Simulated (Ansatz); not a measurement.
ScPdN$_{2}$ in space group R-3m (No. 166; Sc on 3b, Pd on 3a, N on 6c) at seven volumes, the program Ansatz at the PBE level (PAW), shape and atoms relaxed at each. One row is withheld.

```tsv
V (Å³/atom)	P (GPa)
12.629	12.95
13.045	7.98
13.462	3.69
13.878	0.00
14.294	?
14.711	-5.95
15.127	-8.35
```

Question: Fit the shown pressures and predict the withheld one.

Answer: Third-order Birch–Murnaghan: P = (3/2)B₀(x^(7/2) − x^(5/2))[1 + (3/4)(B′ − 4)(x − 1)] with x = (V₀/V)^(2/3). Least squares on the six rows gives V₀ = 13.878 Å³/atom, B₀ = 114.4 GPa, B′ = 3.87. At V = 14.294, x = 0.9805 and P = -3.19 GPa. The run itself gave -3.18 GPa.

The start of the workflow was typed in or built on a structure type; neither database checked (COD, Materials Project) lists it. Its standing as an ambient phase is unchecked. Symmetry was held in the PBE relaxation; whether a distortion lowers the energy is not shown. The run is not spin-polarised.

Potentials: the later of the program's two PAW sets.
